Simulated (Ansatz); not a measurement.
# TiRh: energy along a strain

TiRh, P4/mmm, a = 2.988 Å, c = 3.350 Å (as given, not relaxed at this level: -6.7 GPa). The structure is a COD entry; whether it is the stable form wasn't checked. Ansatz: PBEsol, PAW, 420 eV, Γ-centred 16×16×14 mesh on 2 atoms, Gaussian smearing 0.15 eV; no spin polarisation. Cell vectors (Å): 2.988 0.000 0.000; 0.000 2.988 0.000; 0.000 0.000 3.350. The cell is strained by x per cent times the pattern (1 1 0 0 0 0) in the order xx yy zz yz xz xy (engineering shears), with fractional coordinates held. y is the free energy over the start, V0 = 14.955 Å³/atom. Points with a strain past 8.5 % were computed too (3) and aren't used here.

| x (%) | y (meV/atom) |
| --- | --- |
| -7.50 | 144.87 |
| -5.00 | 32.96 |
| -2.50 | -10.83 |
| 0.00 | 0.00 |
| 2.50 | 54.52 |
| 5.00 | 143.29 |
| 7.50 | ? |

**Question.** Fit y = c1 x + c2 x² + c3 x³ to the other rows, get the stiffness along the pattern, and predict the missing energy.

**Answer.** Least squares on the rows shown. y = 13.993 x + 3.5303 x² − 0.12106 x³. The clamped-ion stiffness p·C·p = 2 × 35.30 eV × 160.2 / 14.955 Å³ = 756 GPa (second derivative at the start, which stands under stress). At x = 7.50 the fit asked for gives 252.45 meV/atom. The run gave 258.80 meV/atom, so the fit is 6.35 meV/atom too low, 2.4 % of the span of the series, against an rms of 0.38 meV/atom on the fitted rows. The row lies outside the fitted range. With a term in x⁴ added, a fit to the same known rows predicts 259.14 meV/atom, so most of the miss is curvature that the known rows already hold.